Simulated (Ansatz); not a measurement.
Data:

Al₂Au:
```xyz
3
Lattice="0.0000 2.9778 2.9778 2.9778 0.0000 2.9778 2.9778 2.9778 0.0000" Properties=species:S:1:pos:R:3 pbc="T T T"
Al     1.4889     1.4889     1.4889
Al     4.4666     4.4666     4.4666
Au     0.0000     0.0000     0.0000
```

This is the LDA-relaxed structure.

**Question.** All from plane-wave PAW LDA (Ansatz code), unless another level is named. Estimate the Poisson's ratio.

**Answer.** 0.34.

**Question.** Predict the highest zone-centre frequency.

**Answer.** 268 cm⁻¹.

Space group Fm-3m (fluorite or antifluorite type). The LDA relaxation kept the symmetry of its start. As this level gives no gap, phonon frequencies hold no LO–TO term and depend on the k-mesh and smearing (Fermi–Dirac, 0.1 eV here). Spin–orbit coupling is left out wherever it is not named.

Potentials: the earlier of the program's two PAW sets. The files were generated under PBE; for other functionals the program regenerates the frozen cores, and for LDA and PBEsol the local potential too.
